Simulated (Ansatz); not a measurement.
This cell of YN (rock salt) is off equilibrium:

```xyz
2
Lattice="0.0000 2.4311 2.3824 2.4311 0.0000 2.3824 2.4311 2.4311 0.0000" Properties=species:S:1:pos:R:3 pbc="T T T"
N      0.0000     0.0000     0.0000
Y      2.4311     2.4311     2.3824
```

All values below come from r2SCAN (plane waves to 500 eV, PAW, scalar-relativistic; Ansatz, an electronic-structure program). k mesh 12×12×12 (Γ-centred), Fermi-Dirac smearing 0.05 eV. Energies are smeared free energies. Compression counts positive. YN is run without spin polarisation. YN was relaxed with its symmetry unable to fall.

Question: Give the stress tensor in GPa and the pressure.

Answer: 
```
    5.6      0.0      0.0
    0.0      5.6      0.0
    0.0      0.0     12.0
```
The pressure, a third of the trace, is 7.7 GPa.

Question: It is the relaxed cell deformed to V/V₀ = 0.960, (c/a)/(c/a)₀ = 0.980, c along z, fractional positions held. What is its energy relative to the relaxed cell?

Answer: 17.1 meV/atom.

(Under strain, the slope of the energy per volume gives the stress and its curvature an elastic modulus.)
